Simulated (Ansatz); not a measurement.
The elements of this relaxed trial crystal are hidden behind letters.

```
lattice vectors (Å)
  -1.9791    1.9791   14.0141
   1.9791   -1.9791   14.0141
   1.9791    1.9791  -14.0141
fractional positions
X 0.8954 0.8954 0.0000
X 0.2984 0.2984 0.0000
X 0.7016 0.7016 0.0000
X 0.1046 0.1046 0.0000
X 0.5000 0.5000 0.0000
Z 0.2500 0.7500 0.5000
Z 0.6530 0.1530 0.5000
Z 0.8470 0.3470 0.5000
Q 0.0522 0.5522 0.5000
Q 0.4478 0.9478 0.5000
```

These are results of Ansatz, DFT PBE, scalar-relativistic, plane waves, PAW, not measurements. Settings of the last relaxation (10-atom cell): 420 eV, 10×10×10 k points, Gaussian smearing of 0.02 eV, no spin polarisation.

| Quantity | Value |
| --- | --- |
| Space group | I-4m2 (No. 119) |
| Conventional cell | a = 3.958 Å, c = 28.028 Å |
| Volume per atom | 21.96 Å³ |
| Density | 4.47 g/cm³ |
| Energy over the elements | −0.393 eV/atom |
| Gap on the 10×10×10 mesh of the 10-atom cell | 0.93 eV |

Energies are uncorrected and count from the elements' standard states at the same level.

Task: X is a p-block element of period 4, Z is a p-block element of period 3 and Q is a p-block element of period 4. Which elements are they?

Result: X = Ga, Z = P, Q = As, so the formula is Ga5As2P3. Density times volume gives a mean mass of 4.47 × 21.96/1.6605 = 59.1 u per atom, and this set has 59.1 u. Ga on a site of symmetry 2mm has 2 P at 2.40 Å and 2 As at 2.46 Å; P on a site of symmetry -4m2 is surrounded by 4 Ga at 2.40 Å; around As lie 4 Ga at 2.46 Å; 3 more sites not described. Other sets within the hints have nearly the same mass, so mass alone doesn't settle it; this one was computed.

Kohn–Sham gaps at this level usually fall short of measured ones. A later test with randomly moved atoms came back to the same energy, though modes that don't fit the test's cell weren't probed.
